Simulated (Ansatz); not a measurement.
## Ca-43 NMR of the central transition in CaMg14CdO16

Cell: a Materials Project structure (computed, not necessarily an observed phase), atoms as given.

```cif
data_CaMg14CdO16
_symmetry_space_group_name_H-M 'P4/mmm'
_symmetry_Int_Tables_number 123
_cell_length_a 8.6754
_cell_length_b 8.6754
_cell_length_c 4.3696
_cell_angle_alpha 90.000
_cell_angle_beta 90.000
_cell_angle_gamma 90.000
loop_
_atom_site_label
_atom_site_type_symbol
_atom_site_symmetry_multiplicity
_atom_site_Wyckoff_symbol
_atom_site_fract_x
_atom_site_fract_y
_atom_site_fract_z
Ca Ca 1 a 0.0000 0.0000 0.0000
Mg2 Mg 2 f 0.0000 0.5000 0.0000
Mg4 Mg 4 m 0.0000 0.2554 0.5000
Mg6 Mg 4 o 0.5000 0.2454 0.5000
Mg12 Mg 4 j 0.2508 0.2508 0.0000
Cd Cd 1 c 0.5000 0.5000 0.0000
O17 O 4 l 0.2613 0.0000 0.0000
O18 O 4 n 0.2369 0.5000 0.0000
O21 O 4 k 0.2504 0.2504 0.5000
O25 O 1 b 0.0000 0.0000 0.5000
O26 O 2 e 0.0000 0.5000 0.5000
O28 O 1 d 0.5000 0.5000 0.5000
```

One atom of each set is listed.

Computed with Ansatz: DFT, PBE, plane waves and PAW, scalar-relativistic, 420 eV cutoff, Γ-centred 3×3×5 k-points, Fermi–Dirac smearing 0.02 eV.

Ca-43 has I = 7/2 and Q = -40.80 mb (Pyykkö 2018); at 14.1 T its Larmor frequency is ν₀ = 40.5 MHz. Only the quadrupole interaction is simulated: positions count from each site's isotropic chemical shift, and J coupling is left out, as are shift anisotropy and dipolar coupling, which fast spinning averages.

**Question.** Simulate the second-order pattern (fast magic-angle spinning, Gaussian broadening 0.06 kHz) of site Ca (6 O at 2.18–2.27 Å).

**Answer.** The calculation gives C_Q = 2.88 MHz and η = 0.00, so ν_Q = 0.206 MHz and the centre of gravity lies at -13.0 ppm (-0.525 kHz).

| offset (kHz) | height |
| --- | --- |
| -1.364 | 0 |
| -1.324 | 2 |
| -1.284 | 5 |
| -1.244 | 5 |
| -1.204 | 5 |
| -1.163 | 6 |
| -1.123 | 6 |
| -1.083 | 6 |
| -1.043 | 6 |
| -1.003 | 6 |
| -0.962 | 7 |
| -0.922 | 7 |
| -0.882 | 10 |
| -0.842 | 41 |
| -0.802 | 80 |
| -0.762 | 65 |
| -0.721 | 50 |
| -0.681 | 44 |
| -0.641 | 41 |
| -0.601 | 40 |
| -0.561 | 39 |
| -0.521 | 39 |
| -0.480 | 39 |
| -0.440 | 41 |
| -0.400 | 43 |
| -0.360 | 46 |
| -0.320 | 51 |
| -0.280 | 61 |
| -0.239 | 86 |
| -0.199 | 100 |
| -0.159 | 36 |
| -0.119 | 2 |

An axis of threefold or higher order runs through Ca, so V_zz lies along it and η is zero.
